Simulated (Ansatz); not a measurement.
The cell below belongs to a search over invented structures; it isn't taken from experiment.

Input and command of a plane-wave DFT calculation in Ansatz:

```yaml
crystal:
  lattice:
    - [0.0, 6.0870165315, 4.4756479395]
    - [3.8581366834, 0.0, 4.4756479395]
    - [3.8581366834, 6.0870165315, 0.0]
  atoms:
    - { symbol: Si, position: [0.515931235, 0.515931235, 0.484068765] }
    - { symbol: Si, position: [0.3182976915, 0.7185078752, 0.2814921248] }
    - { symbol: Si, position: [0.7185078752, 0.3182976915, 0.6817023085] }
    - { symbol: Bi, position: [0.4551300255, 0.0640991311, 0.5448699745] }
    - { symbol: Bi, position: [0.0640991311, 0.4551300255, 0.9359008689] }
    - { symbol: Te, position: [0.7155947445, 0.7155947445, 0.7844052555] }
    - { symbol: Te, position: [0.2155947445, 0.2155947445, 0.2844052555] }
basis:
  ecutwfc: 420
kpoints:
  mp_grid: { grid: [6, 6, 6] }
hamiltonian:
  xc: pbe
scf:
  occupations: { method: gaussian, width: 0.1 }
output:
  forces: true
  stress: true
  eigenvalues: true
relax:
  adjacent_minimum: "off"
  f_tol: 0.01
  max_steps: 30
  cell: { stress_tol: 0.1, fix: [volume] }
```

```bash
ansatz run input.yaml --threads 1 --pin off --max-ram 2560MiB --backend cpu --events-out ev --progress --plain --runs-dir out
```

Processor: Intel(R) Xeon(R) Platinum 8488C (Sapphire Rapids), 1 thread, on a host shared with other jobs.

**Question.** How long does it run, and how much memory does it take?

**Answer.** About 3.9 min, peak memory 0.69 GiB. It solves 45 bands at 46 k points (after reduction by symmetry) with about 4091 plane waves, in 39 SCF iterations over 7 ionic steps.
